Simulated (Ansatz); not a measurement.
Notes on Mg

```xyz
2
Lattice="2.7751 0.0000 0.0000 -1.3876 2.4033 0.0000 0.0000 0.0000 5.1517" Properties=species:S:1:pos:R:3 pbc="T T T"
Mg    0.0000    1.6022    1.2879
Mg    1.3876    0.8011    3.8637
```

Single point in Ansatz 0.2.0 with PBE, no spin polarisation. Cutoff 420 eV, PAW datasets, 14×14×7 Γ-centred k mesh, gaussian filling (width 0.2702 eV).

What does the stress say?

The pressure is 20.0 GPa (compression positive), so with the atoms held at these fractions the cell would first expand. The principal stresses 8.4, 25.8, 25.8 GPa differ, so its shape would change too.

Describe some of the short contacts.

Mg–Mg at 2.78 Å: least valence density 0.15 e/Å³ and ELF 0.37 there. These are pseudo-fields; inside the PAW spheres they differ from the all-electron ones.

What happens at the Fermi level?

It is a metal, with about 0.62 states/eV a cell as the mean within 0.25 eV of the Fermi level.

Origin: a known structure type with other elements, at an estimated volume, so it need not be a known compound. Caveats: wide smearing; atoms or cell far from equilibrium.
